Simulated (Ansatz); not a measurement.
# Fields on a plane of CsHgCl3 (cubic perovskite)

```xyz
5
Lattice="5.3251 0.0000 0.0000 0.0000 5.3251 0.0000 0.0000 0.0000 5.3251" Properties=species:S:1:pos:R:3 pbc="T T T"
Cs     0.0000     0.0000     0.0000
Hg     2.6626     2.6626     2.6626
Cl     0.0000     2.6626     2.6626
Cl     2.6626     0.0000     2.6626
Cl     2.6626     2.6626     0.0000
```

The slice is a {110} plane (indices of the conventional cell) through the point (0.500, 0.000, 0.500) (fractional), spanned by u = [100] and v = [011] in vectors of this cell: u (5.33 Å) and v (7.53 Å, at 90° to u). It covers one period; positions are fractions (u, v).

Atoms on it: Cl at (0.00, 0.00); Cl at (0.00, 0.50).

Level of theory: r2SCAN (plane waves to 500 eV, PAW, scalar-relativistic; Ansatz, a program for electronic structure). k mesh 9×9×9. Near the nuclei the fields are pseudised (PAW); where an atom keeps semicore shells as valence, they peak there. At this level the bands of CsHgCl3 touch or barely overlap. CsHgCl3 was relaxed with its symmetry unable to fall. Spin-orbit coupling is left out, though Hg is heavy.

```
|9999998866554433222233445566889999|
|9999887766553333333333335566778899|
|8888776655443333333333334455667788|
|7777665544444444444444444444556677|
|5555554444334444444444443344445555|
|5555444433334444555544443333444455|
|5555554444334444444444443344445555|
|7777665544444444444444444444556677|
|8888776655443333333333334455667788|
|9999887766553333333333335566778899|
|9999998866554433222233445566889999|
|0099998877554433222233445577889999|
|9999998866554433222233445566889999|
|9999887766553333333333335566778899|
|8888776655443333333333334455667788|
|7777665544444444444444444444556677|
|5555554444334444444444443344445555|
|5555444433334444555544443333444455|
|5555554444334444444444443344445555|
|7777665544444444444444444444556677|
|8888776655443333333333334455667788|
|9999887766553333333333335566778899|
|9999998866554433222233445566889999|
|0099998877554433222233445577889999|
```
Scale: ten equal steps from -3.00 (start of '0') to 0.23 (end of '9'), in the order '0123456789'. Values: log₁₀ of the valence density in e/Å³. The map has 17 points along u (two characters each, u = 0 at the left) and 24 along v (v = 0 in the bottom row). The scale is logarithmic, as a density can span decades between atoms and voids; values under 0.001 e/Å³ are set to 0.001.

```
|xxxxxxxx66999999888899999966xxxxxx|
|xxxxxx008899998888888899998800xxxx|
|xxxx0066999988777777778899996600xx|
|3344778888887777666677778888887744|
|7777888888777766555566777788888877|
|7788888888776666555566667788888888|
|7777888888777766555566777788888877|
|3344778888887777666677778888887744|
|xxxx0066999988777777778899996600xx|
|xxxxxx008899998888888899998800xxxx|
|xxxxxxxx66999999888899999966xxxxxx|
|xxxxxxxx66999999999999999966xxxxxx|
|xxxxxxxx66999999888899999966xxxxxx|
|xxxxxx008899998888888899998800xxxx|
|xxxx0066999988777777778899996600xx|
|3344778888887777666677778888887744|
|7777888888777766555566777788888877|
|7788888888776666555566667788888888|
|7777888888777766555566777788888877|
|3344778888887777666677778888887744|
|xxxx0066999988777777778899996600xx|
|xxxxxx008899998888888899998800xxxx|
|xxxxxxxx66999999888899999966xxxxxx|
|xxxxxxxx66999999999999999966xxxxxx|
```
Scale: ten equal steps from 2.53 (start of '0') to 6.07 (end of '9'), in the order '0123456789'. Values: electrostatic potential energy of an electron, from the cell's mean, in eV. The map has 17 points along u (two characters each, u = 0 at the left) and 24 along v (v = 0 in the bottom row). Points within 1 Å of a nucleus are blanked (x), as the pseudised field means little there. The zero, the cell's mean, hangs on the PAW cores.
